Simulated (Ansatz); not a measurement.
input.yaml

```yaml
crystal:
  lattice:
    - [0.0, 5.2157517786, 5.2157517786]
    - [5.2157517786, 0.0, 5.2157517786]
    - [5.2157517786, 5.2157517786, 0.0]
  atoms:
    - { symbol: Na, position: [0.75, 0.75, 0.75] }
    - { symbol: Na, position: [0.25, 0.25, 0.25] }
    - { symbol: Al, position: [0.0, 0.0, 0.0] }
    - { symbol: Hg, position: [0.5, 0.5, 0.5] }
    - { symbol: Cl, position: [0.7551308045, 0.2448691955, 0.2448691955] }
    - { symbol: Cl, position: [0.2448691955, 0.2448691955, 0.7551308045] }
    - { symbol: Cl, position: [0.2448691955, 0.7551308045, 0.7551308045] }
    - { symbol: Cl, position: [0.2448691955, 0.7551308045, 0.2448691955] }
    - { symbol: Cl, position: [0.7551308045, 0.2448691955, 0.7551308045] }
    - { symbol: Cl, position: [0.7551308045, 0.7551308045, 0.2448691955] }
basis:
  ecutwfc: 420
kpoints:
  mp_grid: { grid: [6, 6, 6] }
hamiltonian:
  xc: pbe
scf:
  occupations: { method: gaussian, width: 0.1 }
output:
  forces: true
  stress: true
  eigenvalues: true
  populations: true
```

Command:
```bash
ansatz run input.yaml --threads 2 --pin off --max-ram 2662MiB --backend cpu --events-out ev --progress --plain --runs-dir out
```

All numbers below come from DFT PBE, scalar-relativistic, plane waves, PAW in Ansatz 0.2.0.

From the run's log, abridged:

```
Pseudopotentials: kind: paw
Pseudopotential: Na, paw, valence charge 9, recommended cutoff 420 eV (normal)
Pseudopotential: Al, paw, valence charge 3, recommended cutoff 420 eV (normal)
Pseudopotential: Hg, paw, valence charge 20, recommended cutoff 420 eV (normal)
Pseudopotential: Cl, paw, valence charge 7, recommended cutoff 420 eV (normal)
Functional definition: PBE
Crystal: 10 atoms, lattice volume = 283.779 Å³
Basis set: ecut = 420 eV, 5577 PW (Γ), exchange–correlation on 100×100×100 points (8 copies of the dense FFT grid, shifted against one another)
Bands: 52, of which v1, the nominal top of the filled ones, is band 42 counted from 1 (41 counted from 0)
Symmetry: 48 space group operations
Space group: Fm-3m (ITA 225), of the structure as read, at distance tolerance 6.6e-5 Å
k-points: 16 of 216
Initial density: superposition of atomic densities (neutral atoms: chi_scale 0, normalization atom), corrected by the library's trained network
Initial wavefunctions: pseudopotential atomic-orbital guess
Functional: x = pbe(κ = 0.804, μ = 0.21951497), c = pbe(β = 0.06672455)
SCF iter   1: F=—  HF=-23811.977498 eV  |F-HF|=—  |Δ(HF+E_count)|=         —  Δρ=1.27e-3  dr2=1.59e-2  ethr=1.77e-3  ⟨swp⟩=9.1  Hψ=3600  notcnv=0  defer=6
SCF iter   2: F=—  HF=-23811.977413 eV  |F-HF|=—  |Δ(HF+E_count)|=   8.45e-5  Δρ=5.84e-4  dr2=2.76e-3  ethr=1.91e-5  ⟨swp⟩=2.4  Hψ=1307  notcnv=0  defer=6
SCF iter   3: F=—  HF=-23811.976674 eV  |F-HF|=—  |Δ(HF+E_count)|=   7.39e-4  Δρ=2.21e-4  dr2=4.75e-4  ethr=3.33e-6  ⟨swp⟩=2.1  Hψ=1022  notcnv=0  defer=6
SCF iter   4: F=—  HF=-23811.976552 eV  |F-HF|=—  |Δ(HF+E_count)|=   1.21e-4  Δρ=5.85e-5  dr2=2.42e-5  ethr=5.72e-7  ⟨swp⟩=2.0  Hψ=1113  notcnv=0  defer=6
SCF iter   5: F=—  HF=-23811.976477 eV  |F-HF|=—  |Δ(HF+E_count)|=   7.52e-5  Δρ=1.83e-5  dr2=2.58e-6  ethr=2.92e-8  ⟨swp⟩=2.0  Hψ=1052  notcnv=0  defer=6
SCF iter   6: F=—  HF=-23811.976478 eV  |F-HF|=—  |Δ(HF+E_count)|=   5.16e-7  Δρ=5.96e-6  dr2=1.49e-7  ethr=3.11e-9  ⟨swp⟩=2.0  Hψ=1117  notcnv=0  defer=6
SCF iter   7: F=-23811.976478 eV  HF=-23811.976478 eV  |F-HF|=3.65e-9  |Δ(HF+E_count)|=   1.56e-8  Δρ=1.31e-6  dr2=5.34e-9  ethr=1.20e-10  ⟨swp⟩=11.8  Hψ=3802  notcnv=0
SCF 1 converged in 7 iterations: F = -23811.976478 eV  dr2 = 5.34e-9
SCF converged after 7 iterations
Free energy (F): -23811.976478 eV
Harris-Foulkes:  -23811.976478 eV  (|F-HF|=3.65e-9)
Internal energy: -23811.969423 eV  (E = F + TS)
E sigma→0 (E₀):  -23811.972951 eV
Entropy (-TS):   -0.007054 eV (-0.705 meV/atom)
Fermi energy:    4.054872 eV
--- Per-component energies (eV) ---
  E_band       = -1204.692697
  E_kinetic    = 1829.029397
  E_local      = -8822.991628  (includes V_loc(G=0)·N_el)
  E_nonlocal   = 483.812018
  E_hartree    = 3465.831593
  E_xc         = -978.387361
  E_vxc        = -1120.286670  (∫ρ·V_xc dr)
  E_paw        = -14893.395553  (= ΣΔE_a)
  E_vpaw       = -505.925154  (= ΣTr[D̂ρ^β])
  E_aug_tail   = 0.001413  (compensation charges beyond the density's cutoff)
  E_ewald      = -4895.869304
  E_smearing   = -0.007054  (= −TS)
--- Forces (eV/Å), atoms counted from 1 ---
  atom   1  Na     0.00000000     0.00000000     0.00000000
  atom   2  Na     0.00000000     0.00000000     0.00000000
  atom   3  Al     0.00000000     0.00000000     0.00000000
  atom   4  Hg     0.00000000     0.00000000     0.00000000
  atom   5  Cl    -1.30244981     0.00000000     0.00000000
  atom   6  Cl     0.00000000     0.00000000    -1.30244981
  atom   7  Cl     1.30244981     0.00000000     0.00000000
  atom   8  Cl     0.00000000    -1.30244981     0.00000000
  atom   9  Cl     0.00000000     1.30244981     0.00000000
  atom  10  Cl     0.00000000     0.00000000     1.30244981
--- Stress (GPa, compression-positive) ---
       -1.324899       0.000000       0.000000
        0.000000      -1.324899       0.000000
        0.000000       0.000000      -1.324899
  P = ⅓ Tr σ = -1.3249 GPa (-13.249 kbar)
--- Band table (eV; the first three rows and the last of 16) ---
  k-point 0: bands = ["-110.7371", "-59.2296", "-59.2296", "-59.2296", "-49.7024", "-49.7024", "-21.6021", "-21.6021", "-21.6021", "-21.6019", "-21.6019", "-21.6019", "-12.1757", "-11.6472", "-11.6472", "-11.6472", "-11.5016", "-11.5016", "-3.9418", "-3.3113", "-3.3113", "-2.9164", "-2.9164", "-2.9164", "-1.5509", "-1.5509", "-1.5509", "-0.3073", "-0.3073", "-0.3073", "0.6540", "0.6540", "0.6540", "0.7564", "0.7564", "0.7564", "1.2458", "1.2458", "1.2458", "1.2711", "1.2711", "1.7942", "5.3672", "6.2832", "7.2171", "7.2171", "7.2171", "7.8923", "9.5362", "9.5362", "9.9776", "9.9776"]
  k-point 1: bands = ["-110.7371", "-59.2296", "-59.2296", "-59.2296", "-49.7024", "-49.7024", "-21.6021", "-21.6021", "-21.6021", "-21.6019", "-21.6019", "-21.6019", "-12.1448", "-11.6859", "-11.6434", "-11.6434", "-11.5059", "-11.5059", "-3.8112", "-3.3515", "-3.3515", "-2.9143", "-2.9113", "-2.9113", "-1.7530", "-1.3888", "-1.3888", "-0.3123", "-0.2783", "-0.2783", "0.4479", "0.6024", "0.6024", "0.6892", "0.7262", "0.7262", "1.0836", "1.0836", "1.2025", "1.2340", "1.2340", "2.3305", "5.5677", "6.4251", "6.5322", "7.5354", "7.5354", "8.4017", "9.5565", "9.5565", "9.7453", "10.0291"]
  k-point 2: bands = ["-110.7371", "-59.2296", "-59.2296", "-59.2296", "-49.7024", "-49.7024", "-21.6021", "-21.6021", "-21.6021", "-21.6020", "-21.6020", "-21.6020", "-12.0595", "-11.7867", "-11.6349", "-11.6349", "-11.5154", "-11.5154", "-3.4434", "-3.4219", "-3.4219", "-2.9104", "-2.9004", "-2.9004", "-2.2604", "-0.9778", "-0.9778", "-0.3291", "-0.2064", "-0.2064", "0.1336", "0.3407", "0.3407", "0.5587", "0.5587", "0.7868", "0.9126", "0.9126", "1.0888", "1.1809", "1.1809", "3.2876", "5.5148", "6.0854", "6.7277", "8.3319", "8.3319", "8.5671", "9.3052", "9.5813", "9.5813", "9.7078"]
  k-point 15: bands = ["-110.7371", "-59.2296", "-59.2296", "-59.2296", "-49.7024", "-49.7024", "-21.6022", "-21.6022", "-21.6021", "-21.6020", "-21.6019", "-21.6019", "-11.9640", "-11.7945", "-11.6602", "-11.6561", "-11.5853", "-11.5065", "-3.8850", "-3.3860", "-2.9116", "-2.8917", "-2.8819", "-2.5241", "-1.8495", "-1.3026", "-1.1983", "-0.3436", "-0.3055", "-0.2383", "0.1598", "0.2071", "0.2195", "0.2294", "0.5950", "0.6885", "0.6898", "0.7499", "0.8697", "1.1196", "1.1208", "4.6934", "5.6679", "7.0039", "7.1811", "8.0888", "8.0990", "8.4864", "8.5418", "9.1784", "9.3855", "9.5548"]
--- Löwdin populations: 10 sites ---
  site symbol q [e]
     0     Na      8.1962
     1     Na      8.1962
     2     Al      2.4207
     3     Hg     19.0172
     4     Cl      7.4684
     5     Cl      7.4684
     6     Cl      7.4684
     7     Cl      7.4684
     8     Cl      7.4684
     9     Cl      7.4684
  spilling = 0.004333 (of n_electrons = 83.000000)
```

The run converged.

Spin–orbit coupling is left out, which can shift energies with elements as heavy as these.